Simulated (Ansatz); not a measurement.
The relaxed structure here is a generated cell of CsPbCl3: the first start was made by placing the elements on the sites of a structure type, and the end was not matched to a known phase here, so it may be hypothetical. Known forms of CsPbCl3 include space group No. 221.

A relaxed cell of CsPbCl₃ (R-3c (No. 167)), relaxed on a k-mesh at least as fine as the one used below. The numbers are results of PBE (plane waves to 420 eV, PAW, scalar-relativistic; Ansatz, a first-principles code), not measurements. Γ-centred k-mesh 4×4×4 on the run's cell (coarser than for final values), Fermi–Dirac smearing 0.05 eV.

```yaml
crystal:
  lattice:
    - [4.06253, 2.34550, 6.46717]
    - [-4.06253, 2.34550, 6.46717]
    - [0.00000, -4.69100, 6.46717]
  atoms:
    - { symbol: Cs, position: [0.25000, 0.25000, 0.25000] }
    - { symbol: Cs, position: [0.75000, 0.75000, 0.75000] }
    - { symbol: Pb, position: [0.00000, 0.00000, 0.00000] }
    - { symbol: Pb, position: [0.50000, 0.50000, 0.50000] }
    - { symbol: Cl, position: [0.68762, 0.81238, 0.25000] }
    - { symbol: Cl, position: [0.25000, 0.68762, 0.81238] }
    - { symbol: Cl, position: [0.81238, 0.25000, 0.68762] }
    - { symbol: Cl, position: [0.31238, 0.18762, 0.75000] }
    - { symbol: Cl, position: [0.75000, 0.31238, 0.18762] }
    - { symbol: Cl, position: [0.18762, 0.75000, 0.31238] }
```

The atoms are displaced by (Å):

```tsv
atom	ux	uy	uz
Cs1	0.016	-0.039	0.124
Cs2	0.057	0.030	-0.153
Pb3	0.010	-0.066	0.111
Pb4	0.131	0.038	0.154
Cl5	0.062	0.077	0.097
Cl6	0.046	-0.073	0.056
Cl7	-0.044	-0.008	0.023
Cl8	0.160	-0.030	-0.051
Cl9	-0.043	0.037	0.038
Cl10	-0.017	0.162	-0.068
```

Task: What forces (eV/Å) and pressure result?

Result: 
```json
[
 {"atom": "Cs1", "Fx": "0.03", "Fy": "0.03", "Fz": "0.00"},
 {"atom": "Cs2", "Fx": "0.00", "Fy": "0.00", "Fz": "0.08"},
 {"atom": "Pb3", "Fx": "0.07", "Fy": "0.50", "Fz": "-0.18"},
 {"atom": "Pb4", "Fx": "-0.38", "Fy": "-0.20", "Fz": "-0.31"},
 {"atom": "Cl5", "Fx": "-0.05", "Fy": "-0.45", "Fz": "-0.25"},
 {"atom": "Cl6", "Fx": "0.05", "Fy": "0.12", "Fz": "-0.10"},
 {"atom": "Cl7", "Fx": "0.05", "Fy": "0.10", "Fz": "0.03"},
 {"atom": "Cl8", "Fx": "-0.11", "Fy": "0.36", "Fz": "0.23"},
 {"atom": "Cl9", "Fx": "-0.02", "Fy": "-0.06", "Fz": "0.09"},
 {"atom": "Cl10", "Fx": "0.35", "Fy": "-0.40", "Fz": "0.41"}
]
```

Pressure +0.4 GPa.

Task: Estimate the energy cost of the displacement in the harmonic approximation and compare with the calculation.

Result: For a harmonic well ΔE = −½ Σ F·u = 0.190 eV a cell, or 19 meV/atom. The calculated energy relative to the undisplaced cell is +18 meV/atom, so the harmonic estimate holds well.

No spin polarisation in the result.

The run that gave the undisplaced cell could not lose the symmetry of its start, so the end can be a saddle point.
